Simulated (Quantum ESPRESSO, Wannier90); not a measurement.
Tight-binding from DFT: MoF6 (Im-3m)

```yaml
crystal:
  lattice:
    - [-3.16735, 3.16735, 3.16735]
    - [3.16735, -3.16735, 3.16735]
    - [3.16735, 3.16735, -3.16735]
  atoms:
    - { symbol: Mo, position: [0.00000, 0.00000, 0.00000] }
    - { symbol: F, position: [0.71067, 0.71067, 0.00000] }
    - { symbol: F, position: [0.28933, 0.28933, 0.00000] }
    - { symbol: F, position: [0.00000, 0.71067, 0.71067] }
    - { symbol: F, position: [0.00000, 0.28933, 0.28933] }
    - { symbol: F, position: [0.71067, 0.00000, 0.71067] }
    - { symbol: F, position: [0.28933, 0.00000, 0.28933] }
```

Cell from Materials Project (mp-558836), symmetrised, no further relaxation. Not found in the COD (Crystallography Open Database) copy used, which has the formula in other groups; not checked further. Computed values, not measurements, from PBEsol: Quantum ESPRESSO (norm-conserving PseudoDojo potentials, cutoff 68 Ry, no spin polarisation, no spin-orbit coupling) on a Γ-centred 4×4×4 mesh, then Wannier90. Density: 8×8×8 mesh, cold smearing 0.01 Ry.

The plane-wave run has 49 bands and 56 electrons a cell. On the energy scale of pw.x, whose zero is arbitrary, the valence-band maximum lies at -2.65 eV.

Isolated groups of bands, relative to the valence-band maximum (bands from 32 on overlap up to the last one computed):

```
bands  from (eV)  to (eV)  filling            weight on atomic waves
-----  ---------  -------  -------  --------------------------------
1         -60.71   -60.71   filled                        Mo 4s 97 %
2–4       -34.96   -34.96   filled                        Mo 4p 95 %
5–7       -20.20   -20.06   filled  F 2s 85 %, Mo 4d 10 %, Mo 5s 5 %
8–10      -19.27   -19.15   filled                         F 2s 97 %
11–12      -4.17    -3.61   filled   F 2p 69 %, Mo 4d 22 %, F 2s 7 %
13–15      -3.27    -3.07   filled             F 2p 63 %, Mo 4d 36 %
16         -2.77    -2.02   filled                         F 2p 92 %
17–25      -1.54    -0.38   filled                         F 2p 98 %
26–28      -0.16     0.00   filled                        F 2p 100 %
29–31       4.29     4.43    empty             Mo 4d 60 %, F 2p 36 %
```

Input w.win, without the blocks of cell, atoms and k-points (64 lines):

```
num_bands = 39
num_wann = 23
exclude_bands = 1-10
num_iter = 1000
conv_tol = 1.0e-6
conv_window = 4
dis_num_iter = 1000
dis_conv_tol = 1.0e-6
dis_froz_max = 3.14
write_hr = true
write_u_matrices = true
begin projections
f=-0.00698,-0.00913,-0.01010: d
f=-0.29839,-0.29301,0.00101: p
f=0.28515,0.27828,-0.00473: p
f=0.01107,-0.28255,-0.28334: p
f=0.01082,0.29371,0.29641: p
f=-0.28495,-0.00408,-0.28328: p
end projections
mp_grid = 4 4 4
```

Question: This input has a fault. Which, and what does the program do?

Answer: wannier90.x -pp stops with:
```
w90_readwrite_get_projections: too few projection functions defined
```
The projections block defines fewer trial orbitals than num_wann. Mended as below, all else unchanged, the run goes through (Ω_I = 13.1 Å²) and follows the plane-wave bands to 0.2 meV rms (states up to 5.3 eV relative to the valence-band maximum).
```
f=0.29061,-0.00889,0.28569: p
```
